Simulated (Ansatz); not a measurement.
Ansatz input file:

```yaml
crystal:
  lattice:
    - [3.357643981, 0.0, 0.0]
    - [0.0, 3.357643981, 0.0]
    - [0.0, 0.0, 9.8479332138]
  atoms:
    - { symbol: Ta, position: [0.5, 0.0, 0.7585486629] }
    - { symbol: Ta, position: [0.0, 0.5, 0.2414513371] }
    - { symbol: Ta, position: [0.5, 0.0, 0.0761793341] }
    - { symbol: Ta, position: [0.0, 0.5, 0.9238206659] }
    - { symbol: Se, position: [0.5, 0.0, 0.363600625] }
    - { symbol: Se, position: [0.0, 0.5, 0.636399375] }
basis:
  ecutwfc: 420
kpoints:
  mp_grid: { grid: [10, 10, 4] }
  band_path:
    path:
      - [[0.0, 0.0, 0.0], [0.0, 0.5, 0.0], [0.5, 0.5, 0.0], [0.0, 0.0, 0.0], [0.0, 0.0, 0.5], [0.0, 0.5, 0.5], [0.5, 0.5, 0.5], [0.0, 0.0, 0.5]]
      - [[0.0, 0.5, 0.0], [0.0, 0.5, 0.5]]
      - [[0.5, 0.5, 0.0], [0.5, 0.5, 0.5]]
    npoints: 14
hamiltonian:
  xc: pbesol
scf:
  occupations: { method: gaussian, width: 0.1 }
  n_extra_bands: 15
output:
  forces: true
  stress: true
  eigenvalues: true
  populations: true
  dos: { projected: true, de: 0.02, nscf_kmesh: { grid: [15, 15, 6] } }
  bader: true
  write_density: true
  write_potential: true
  elf: true
  volumetric_format: npy
```

Run as
```bash
ansatz run input.yaml --threads 1 --pin off --max-ram 2560MiB --backend cpu --events-out ev --progress --plain --runs-dir out
```

Method: Ansatz 0.2.0, DFT PBEsol, scalar-relativistic, plane waves, PAW.

Part of what the program printed, abridged (iterations and final results):

```
SCF iter   1: F=—  HF=-50077.330032 eV  |F-HF|=—  |Δ(HF+E_count)|=         —  Δρ=5.66e-3  dr2=5.67e-2  ethr=1.77e-3  ⟨swp⟩=5.4  Hψ=13800  notcnv=0  defer=41
SCF iter   2: F=—  HF=-50077.323861 eV  |F-HF|=—  |Δ(HF+E_count)|=   6.17e-3  Δρ=3.38e-3  dr2=2.61e-2  ethr=6.75e-5  ⟨swp⟩=1.0  Hψ=4158  notcnv=0  defer=76
SCF iter   3: F=—  HF=-50077.320302 eV  |F-HF|=—  |Δ(HF+E_count)|=   3.56e-3  Δρ=5.94e-4  dr2=2.80e-3  ethr=3.11e-5  ⟨swp⟩=2.2  Hψ=3844  notcnv=0  defer=76
SCF iter   4: F=—  HF=-50077.319924 eV  |F-HF|=—  |Δ(HF+E_count)|=   3.78e-4  Δρ=3.39e-4  dr2=4.50e-4  ethr=3.33e-6  ⟨swp⟩=2.4  Hψ=5220  notcnv=0  defer=76
SCF iter   5: F=—  HF=-50077.319867 eV  |F-HF|=—  |Δ(HF+E_count)|=   5.62e-5  Δρ=7.41e-5  dr2=3.06e-5  ethr=5.36e-7  ⟨swp⟩=2.1  Hψ=3889  notcnv=0  defer=76
SCF iter   6: F=—  HF=-50077.319892 eV  |F-HF|=—  |Δ(HF+E_count)|=   2.42e-5  Δρ=2.63e-5  dr2=2.85e-6  ethr=3.64e-8  ⟨swp⟩=2.1  Hψ=5197  notcnv=0  defer=76
SCF iter   7: F=—  HF=-50077.319891 eV  |F-HF|=—  |Δ(HF+E_count)|=   4.36e-7  Δρ=8.46e-6  dr2=2.07e-7  ethr=3.39e-9  ⟨swp⟩=2.0  Hψ=5383  notcnv=0  defer=76
SCF iter   8: F=-50077.319891 eV  HF=-50077.319891 eV  |F-HF|=5.36e-9  |Δ(HF+E_count)|=   1.49e-8  Δρ=2.37e-6  dr2=1.41e-8  ethr=1.19e-10  ⟨swp⟩=13.5  Hψ=22392  notcnv=0
SCF 1 converged in 8 iterations: F = -50077.319891 eV  dr2 = 1.41e-8
SCF converged after 8 iterations
Free energy (F): -50077.319891 eV
Harris-Foulkes:  -50077.319891 eV  (|F-HF|=5.36e-9)
Internal energy: -50077.300474 eV  (E = F + TS)
E sigma→0 (E₀):  -50077.310183 eV
Entropy (-TS):   -0.019417 eV (-3.236 meV/atom)
Fermi energy:    16.957577 eV
--- Per-component energies (eV) ---
  E_band       = -1078.400979
  E_kinetic    = 1708.184260
  E_local      = -6725.472455  (includes V_loc(G=0)·N_el)
  E_nonlocal   = -1114.113394
  E_hartree    = 3048.020312
  E_xc         = -1077.882536
  E_vxc        = -1015.801873  (∫ρ·V_xc dr)
  E_paw        = -36827.165720  (= ΣΔE_a)
  E_vpaw       = -27.233126  (= ΣTr[D̂ρ^β])
  E_aug_tail   = -0.000621  (compensation charges beyond the density's cutoff)
  E_ewald      = -9091.741807
  E_core_change = 2.871487  (= ΣΔE_core)
  E_smearing   = -0.019417  (= −TS)
--- Forces (eV/Å), atoms counted from 1 ---
  atom   1  Ta     0.00000000     0.00000000    -0.00341786
  atom   2  Ta     0.00000000     0.00000000     0.00341786
  atom   3  Ta     0.00000000     0.00000000    -0.00007697
  atom   4  Ta     0.00000000     0.00000000     0.00007697
  atom   5  Se     0.00000000     0.00000000    -0.00334720
  atom   6  Se     0.00000000     0.00000000     0.00334720
--- Stress (GPa, compression-positive) ---
       -0.015677       0.000000       0.000000
        0.000000      -0.015677       0.000000
        0.000000       0.000000       0.000001
  P = ⅓ Tr σ = -0.0105 GPa (-0.105 kbar)
--- Band table (eV; the first three rows and the last of 63) ---
  k-point 0: bands = ["-51.3369", "-51.3359", "-50.4552", "-50.3302", "-31.9850", "-31.9849", "-31.9784", "-31.9784", "-31.9777", "-31.9777", "-31.9638", "-31.9635", "-31.9591", "-31.9589", "-17.9174", "-17.9174", "-17.8948", "-17.8948", "-17.8577", "-17.8031", "-17.2435", "-17.0596", "-17.0596", "-16.8104", "-16.5545", "-16.5545", "1.2262", "1.8189", "9.0159", "11.2109", "11.3857", "12.6609", "12.9045", "13.6517", "13.8560", "13.8560", "14.3463", "14.3463", "15.6808", "16.7772", "17.1513", "17.1513", "17.3419", "17.3419", "17.6494", "18.3166", "18.5127", "19.1039", "19.4173", "19.4774", "19.4774", "19.4887", "20.4584", "20.7455", "22.1801", "22.3829", "22.4951"]
  k-point 1: bands = ["-51.3369", "-51.3359", "-50.4552", "-50.3302", "-31.9850", "-31.9849", "-31.9784", "-31.9784", "-31.9777", "-31.9777", "-31.9638", "-31.9635", "-31.9591", "-31.9589", "-17.9173", "-17.9173", "-17.8948", "-17.8948", "-17.8580", "-17.8028", "-17.2435", "-17.0596", "-17.0596", "-16.8104", "-16.5545", "-16.5545", "1.2386", "1.8028", "9.1897", "10.4202", "12.1211", "12.6647", "12.9051", "13.6402", "13.8614", "13.8614", "14.3392", "14.3392", "15.7009", "16.7780", "17.1506", "17.1506", "17.3328", "17.3328", "17.6474", "18.0879", "18.1737", "19.0656", "19.4199", "19.5318", "19.5318", "19.7162", "20.5598", "20.8003", "22.3632", "22.3632", "22.3805"]
  k-point 2: bands = ["-51.3368", "-51.3359", "-50.4552", "-50.3302", "-31.9850", "-31.9849", "-31.9784", "-31.9784", "-31.9777", "-31.9777", "-31.9638", "-31.9635", "-31.9591", "-31.9589", "-17.9173", "-17.9173", "-17.8948", "-17.8948", "-17.8583", "-17.8025", "-17.2435", "-17.0596", "-17.0596", "-16.8105", "-16.5545", "-16.5545", "1.2517", "1.7859", "9.6583", "9.7078", "12.5096", "12.6686", "12.8891", "13.6288", "13.8670", "13.8670", "14.3320", "14.3320", "15.7211", "16.7787", "17.1500", "17.1500", "17.3239", "17.3239", "17.6454", "17.7792", "18.0015", "19.0277", "19.4224", "19.5887", "19.5887", "19.9902", "20.3830", "21.0083", "22.2368", "22.2368", "22.3782"]
  k-point 62: bands = ["-51.3214", "-51.3214", "-50.3828", "-50.3828", "-31.9830", "-31.9830", "-31.9795", "-31.9795", "-31.9785", "-31.9785", "-31.9654", "-31.9654", "-31.9539", "-31.9539", "-18.1380", "-18.1380", "-18.0861", "-18.0861", "-17.7555", "-17.7555", "-17.2690", "-17.2690", "-17.0302", "-17.0302", "-16.5841", "-16.5841", "2.9784", "2.9784", "10.5116", "10.5116", "11.2042", "11.2042", "11.7107", "11.7107", "13.7914", "13.7914", "14.9124", "14.9124", "15.0565", "15.0565", "16.6307", "16.6307", "17.7222", "17.7222", "19.8172", "19.8172", "20.2792", "20.2792", "20.2849", "20.2849", "20.7471", "20.7471", "21.2835", "21.2835", "21.3269", "21.3269", "23.8110"]
--- Löwdin populations: 6 sites ---
  site symbol q [e]
     0     Ta     12.7649
     1     Ta     12.7649
     2     Ta     12.8551
     3     Ta     12.8551
     4     Se     16.1372
     5     Se     16.1372
  spilling = 0.005781 (of n_electrons = 84.000000)
--- Bader charges: 6 sites ---
  site symbol charge [e]  shift [e]
     0     Ta      0.6388     0.0023
     1     Ta      0.6388     0.0023
     2     Ta      0.2430     0.0001
     3     Ta      0.2430     0.0001
     4     Se     -0.8818     0.0025
     5     Se     -0.8818     0.0025
  estimated error of the sums over rays = 1.0e-3 e
```

The calculation finished and met its thresholds.

It took 2.9 min on 1 thread of Arm Neoverse V1, on a shared host, peak memory 0.75 GiB.

Spin–orbit coupling is left out, which can shift energies with elements as heavy as these.